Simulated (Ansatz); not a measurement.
CsPbCl₃ (cubic perovskite, space group No. 221) at seven volumes, the program Ansatz at the PBEsol level (PAW), scaled uniformly. One row is withheld.

```tsv
V (Å³/atom)	P (GPa)
32.228	2.93
33.291	1.78
34.353	0.82
35.416	0.00
36.478	?
37.541	-1.27
38.603	-1.75
```

Question: Fit the shown pressures and predict the withheld one.

Answer: P = (3/2)B₀(x^(7/2) − x^(5/2))[1 + (3/4)(B′ − 4)(x − 1)] with x = (V₀/V)^(2/3). Least squares on the six rows gives V₀ = 35.417 Å³/atom, B₀ = 24.9 GPa, B′ = 4.68. At V = 36.478, x = 0.9805 and P = -0.69 GPa. The run itself gave -0.69 GPa.

Space group Pm-3m (cubic perovskite). This is a known high-temperature phase of the composition, computed here at zero pressure and temperature. The PBEsol relaxation kept the symmetry of its start; whether a distortion lowers the energy is not shown. Spin–orbit coupling is left out wherever it is not named.

Potentials: the later of the program's two PAW sets.
